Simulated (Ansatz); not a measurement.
Harmonic vibrational thermodynamics of AlCo (CsCl type, Pm-3m) at fixed volume, PBE (plane waves, PAW; program Ansatz). The rows extrapolate the 0 K crystal and know nothing of melting or changes of phase.

```json
[
 {"T (K)": "50", "F_vib (meV/atom)": "49.6", "S (J/K per mol of atoms)": "0.5", "C_V (J/K per mol of atoms)": "1.9"},
 {"T (K)": "100", "F_vib (meV/atom)": "…", "S (J/K per mol of atoms)": "…", "C_V (J/K per mol of atoms)": "9.1"},
 {"T (K)": "200", "F_vib (meV/atom)": "39.4", "S (J/K per mol of atoms)": "…", "C_V (J/K per mol of atoms)": "…"},
 {"T (K)": "300", "F_vib (meV/atom)": "20.8", "S (J/K per mol of atoms)": "21.8", "C_V (J/K per mol of atoms)": "21.6"},
 {"T (K)": "400", "F_vib (meV/atom)": "-5.3", "S (J/K per mol of atoms)": "28.3", "C_V (J/K per mol of atoms)": "23.0"},
 {"T (K)": "600", "F_vib (meV/atom)": "-74.3", "S (J/K per mol of atoms)": "…", "C_V (J/K per mol of atoms)": "…"},
 {"T (K)": "800", "F_vib (meV/atom)": "-160.3", "S (J/K per mol of atoms)": "44.8", "C_V (J/K per mol of atoms)": "24.4"},
 {"T (K)": "1000", "F_vib (meV/atom)": "-259.0", "S (J/K per mol of atoms)": "50.3", "C_V (J/K per mol of atoms)": "24.6"}
]
```

**Question.** Fill in the missing entries.

**Answer.** 
- 600, C_V (J/K per mol of atoms): 24.0
- 600, S (J/K per mol of atoms): 37.8
- 100, S (J/K per mol of atoms): 4.0
- 100, F_vib (meV/atom): 48.6
- 200, S (J/K per mol of atoms): 13.7
- 200, C_V (J/K per mol of atoms): 18.3

The PBE relaxation kept the symmetry of its start; phonons on a q-mesh show no instability. The run is not spin-polarised.

Potentials: the later of the program's two PAW sets.
